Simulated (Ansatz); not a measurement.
AgI:
```cif
data_AgI
_chemical_formula_sum 'Ag1 I1'
_space_group_name_H-M_alt 'P 1'
_space_group_IT_number 1
_cell_length_a 4.68684
_cell_length_b 4.68684
_cell_length_c 4.68684
_cell_angle_alpha 60.000
_cell_angle_beta 60.000
_cell_angle_gamma 60.000
loop_
_space_group_symop_operation_xyz
  'x, y, z'
loop_
_atom_site_label
_atom_site_type_symbol
_atom_site_fract_x
_atom_site_fract_y
_atom_site_fract_z
_atom_site_occupancy
Ag1 Ag 0.75000 0.75000 0.75000 1
I1 I 0.00000 0.00000 0.00000 1
```

Relaxed with PBE.

Q: Decompose the optical modes at the zone centre into irreducible representations, and say which are infrared and Raman allowed.

A: Point group -43m: Γ_opt = T2. Infrared: T2. Raman: T2.

Q: Assign frequencies (DFPT, PBE (plane waves, PAW; program Ansatz); without the LO–TO term).

A: T2 90 cm⁻¹.

Space group F-43m (zinc blende). The cell was relaxed with PBE under the symmetry of its start; phonons on a q-mesh show no instability. The run is not spin-polarised. Spin–orbit coupling is left out wherever it is not named.

Potentials: the later of the program's two PAW sets.
